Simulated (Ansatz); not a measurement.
A geometry of CeO2 away from equilibrium: step 2 of the relaxation of a relaxed CeO2 cell shaken by Gaussian noise of σ = 0.08 Å a coordinate. Computed with PBE (plane waves to 420 eV, PAW, scalar-relativistic; Ansatz, a quantum-chemistry and plane-wave program). Γ-centred k-mesh 4×4×3 on the run's cell (coarser than for final values), Fermi–Dirac smearing 0.05 eV.

```
CeO2
1.0
    6.76137    -0.03749    -0.00535
   -3.41316     5.84863     0.02446
   -0.00586     0.02754     7.38747
Ce O
3 6
Cartesian
  3.31519   0.00381   3.71146
 -1.69302   2.95505   6.12044
  1.65839   2.95081   1.22621
  2.20745   1.25092   2.45238
  4.49617   1.31939   4.90919
  3.41503   3.19716  -0.01047
 -1.20050   4.62723   4.91611
 -0.00272   2.54810  -0.01615
  1.08990   4.52349   2.47376
```

### Question
Which atoms carry the largest force, and which way does it point?

### Answer
1.30 eV/Å, on Ce1 (atoms numbered as listed); on Ce1 its components are (0.70, 0.49, -0.98).

### Question
What is the pressure?

### Answer
+0.3 GPa, compression positive.

No spin polarisation in the result. No Hubbard U is applied. The 4f state was not searched, so a lower electronic state may exist.

The end of the path is a generated cell of CeO2: the first start was made by placing the elements on the sites of a structure type, and the end was not matched to a known phase here, so it may be hypothetical. Known forms of CeO2 include space group No. 225.
